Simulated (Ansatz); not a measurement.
Input, command and steps of an Ansatz relaxation.

```yaml
crystal:
  lattice:
    - [5.1469773776, 2.9716087745, 3.9947313567]
    - [-5.1469773776, 2.9716087745, 3.9947313567]
    - [0.0, -5.9432175489, 3.9947313567]
  atoms:
    - { symbol: Te, position: [0.2854259895, 0.2854259895, 0.2854259895] }
    - { symbol: Te, position: [0.7145740105, 0.7145740105, 0.7145740105] }
    - { symbol: Te, position: [0.8828899057, 0.6171406316, 0.243532691] }
    - { symbol: Te, position: [0.243532691, 0.8828899057, 0.6171406316] }
    - { symbol: Te, position: [0.6171406316, 0.243532691, 0.8828899057] }
    - { symbol: Te, position: [0.1171100943, 0.3828593684, 0.756467309] }
    - { symbol: Te, position: [0.756467309, 0.1171100943, 0.3828593684] }
    - { symbol: Te, position: [0.3828593684, 0.756467309, 0.1171100943] }
    - { symbol: Mo, position: [0.9526873009, 0.2543251591, 0.0809400846] }
    - { symbol: Mo, position: [0.0809400846, 0.9526873009, 0.2543251591] }
    - { symbol: Mo, position: [0.2543251591, 0.0809400846, 0.9526873009] }
    - { symbol: Mo, position: [0.0473126991, 0.7456748409, 0.9190599154] }
    - { symbol: Mo, position: [0.9190599154, 0.0473126991, 0.7456748409] }
    - { symbol: Mo, position: [0.7456748409, 0.9190599154, 0.0473126991] }
basis:
  ecutwfc: 420
kpoints:
  mp_grid: { grid: [6, 6, 6] }
hamiltonian:
  xc: pbesol
scf:
  occupations: { method: gaussian, width: 0.1 }
output:
  forces: true
  stress: true
  eigenvalues: true
relax:
  adjacent_minimum: "off"
  f_tol: 0.01
  max_steps: 30
  cell: { stress_tol: 0.1, fix: [volume] }
```

```bash
ansatz run input.yaml --threads 4 --pin off --max-ram 10240MiB --backend cpu --events-out ev --progress --plain --runs-dir out
```

Theory: DFT PBEsol, scalar-relativistic, plane waves, PAW in Ansatz.

The volume is held at 1.06 times that of the relaxed cell.

Of 5 frames 4 are shown, positions in Å and forces in eV/Å; the SCF threshold varies from step to step. Steps run on the plane waves of an earlier cell, with a Pulay correction in the pressure. The basis is chosen afresh for the last frame, the zero of the energies, and at times for earlier ones too; energy and pressure can step there, also at an unchanged geometry. Where two frames share a geometry here, they differ by under 2 meV/atom and 0.3 GPa. The mark taken_back stands on steps that the optimiser undid.

```xyz
14
Lattice="5.1470 2.9716 3.9947 -5.1470 2.9716 3.9947 0.0000 -5.9432 3.9947" Properties=species:S:1:pos:R:3:forces:R:3 pbc="T T T" step=1 free_energy_over_end_meV_per_atom=4.70 pressure_GPa=-3.98
Te    0.0000    0.0000    3.4206    0.0000    0.0000   -0.4232
Te    0.0000    0.0000    8.5636    0.0000    0.0000    0.4232
Te    1.3678    3.0101    6.9651   -0.0585    0.3019    0.0434
Te   -3.2908   -0.3205    6.9651   -0.2322   -0.2016    0.0434
Te    1.9230   -2.6896    6.9651    0.2907   -0.1003    0.0434
Te   -1.3678   -3.0101    5.0191    0.0585   -0.3019   -0.0434
Te    3.2908    0.3205    5.0191    0.2322    0.2016   -0.0434
Te   -1.9230    2.6896    5.0191   -0.2907    0.1003   -0.0434
Mo    3.5945    3.1057    5.1450    0.2988   -0.0312   -0.1652
Mo   -4.4869    1.5600    5.1450   -0.1224    0.2743   -0.1652
Mo    0.8924   -4.6658    5.1450   -0.1764   -0.2431   -0.1652
Mo   -3.5945   -3.1057    6.8392   -0.2988    0.0312    0.1652
Mo    4.4869   -1.5600    6.8392    0.1224   -0.2743    0.1652
Mo   -0.8924    4.6658    6.8392    0.1764    0.2431    0.1652
14
Lattice="5.1504 2.9736 3.9895 -5.1504 2.9736 3.9895 0.0000 -5.9471 3.9895" Properties=species:S:1:pos:R:3:forces:R:3 pbc="T T T" step=2 free_energy_over_end_meV_per_atom=14.30 pressure_GPa=1.71 taken_back
Te    0.0000    0.0000    3.3217    0.0000    0.0000    0.8113
Te    0.0000    0.0000    8.6467    0.0000    0.0000   -0.8113
Te    1.4139    3.1175    6.9380    0.1136   -0.5906   -0.0962
Te   -3.4068   -0.3343    6.9380    0.4546    0.3937   -0.0962
Te    1.9929   -2.7833    6.9380   -0.5683    0.1969   -0.0962
Te   -1.4139   -3.1175    5.0305   -0.1136    0.5906    0.0962
Te    3.4068    0.3343    5.0305   -0.4546   -0.3937    0.0962
Te   -1.9929    2.7833    5.0305    0.5683   -0.1969    0.0962
Mo    3.6277    3.0740    5.1016   -0.5928   -0.0867    0.3139
Mo   -4.4761    1.6047    5.1016    0.3715   -0.4700    0.3139
Mo    0.8483   -4.6787    5.1016    0.2213    0.5567    0.3139
Mo   -3.6277   -3.0740    6.8668    0.5928    0.0867   -0.3139
Mo    4.4761   -1.6047    6.8668   -0.3715    0.4700   -0.3139
Mo   -0.8483    4.6787    6.8668   -0.2213   -0.5567   -0.3139
14
Lattice="5.1466 2.9714 3.9953 -5.1466 2.9714 3.9953 0.0000 -5.9428 3.9953" Properties=species:S:1:pos:R:3:forces:R:3 pbc="T T T" step=3 free_energy_over_end_meV_per_atom=0.02 pressure_GPa=-2.10
Te    0.0000    0.0000    3.3864    0.0000    0.0000   -0.0297
Te    0.0000    0.0000    8.5995    0.0000    0.0000    0.0297
Te    1.3894    3.0477    6.9613   -0.0120    0.0101    0.0119
Te   -3.3340   -0.3206    6.9613   -0.0027   -0.0154    0.0119
Te    1.9447   -2.7271    6.9613    0.0147    0.0054    0.0119
Te   -1.3894   -3.0477    5.0246    0.0120   -0.0101   -0.0119
Te    3.3340    0.3206    5.0246    0.0027    0.0154   -0.0119
Te   -1.9447    2.7271    5.0246   -0.0147   -0.0054   -0.0119
Mo    3.6043    3.0876    5.1321    0.0321   -0.0046   -0.0219
Mo   -4.4761    1.5776    5.1321   -0.0121    0.0301   -0.0219
Mo    0.8718   -4.6652    5.1321   -0.0200   -0.0256   -0.0219
Mo   -3.6043   -3.0876    6.8538   -0.0321    0.0046    0.0219
Mo    4.4761   -1.5776    6.8538    0.0121   -0.0301    0.0219
Mo   -0.8718    4.6652    6.8538    0.0200    0.0256    0.0219
14
Lattice="5.1385 2.9667 4.0080 -5.1385 2.9667 4.0080 0.0000 -5.9334 4.0080" Properties=species:S:1:pos:R:3:forces:R:3 pbc="T T T" step=5 free_energy_over_end_meV_per_atom=0.00 pressure_GPa=-1.99
Te    0.0000    0.0000    3.3824    0.0000    0.0000    0.0094
Te    0.0000    0.0000    8.6415    0.0000    0.0000   -0.0094
Te    1.3888    3.0388    6.9876    0.0008   -0.0010   -0.0038
Te   -3.3261   -0.3167    6.9876    0.0005    0.0012   -0.0038
Te    1.9373   -2.7221    6.9876   -0.0013   -0.0002   -0.0038
Te   -1.3888   -3.0388    5.0363   -0.0008    0.0010    0.0038
Te    3.3261    0.3167    5.0363   -0.0005   -0.0012    0.0038
Te   -1.9373    2.7221    5.0363    0.0013    0.0002    0.0038
Mo    3.5971    3.0829    5.1436    0.0007   -0.0087    0.0003
Mo   -4.4684    1.5738    5.1436    0.0072    0.0050    0.0003
Mo    0.8713   -4.6566    5.1436   -0.0079    0.0037    0.0003
Mo   -3.5971   -3.0829    6.8804   -0.0007    0.0087   -0.0003
Mo    4.4684   -1.5738    6.8804   -0.0072   -0.0050   -0.0003
Mo   -0.8713    4.6566    6.8804    0.0079   -0.0037   -0.0003
```

The run took 73 s on 4 threads of Intel(R) Xeon(R) 6975P-C (Granite Rapids), with other jobs on the host, peak memory 2.1 GiB.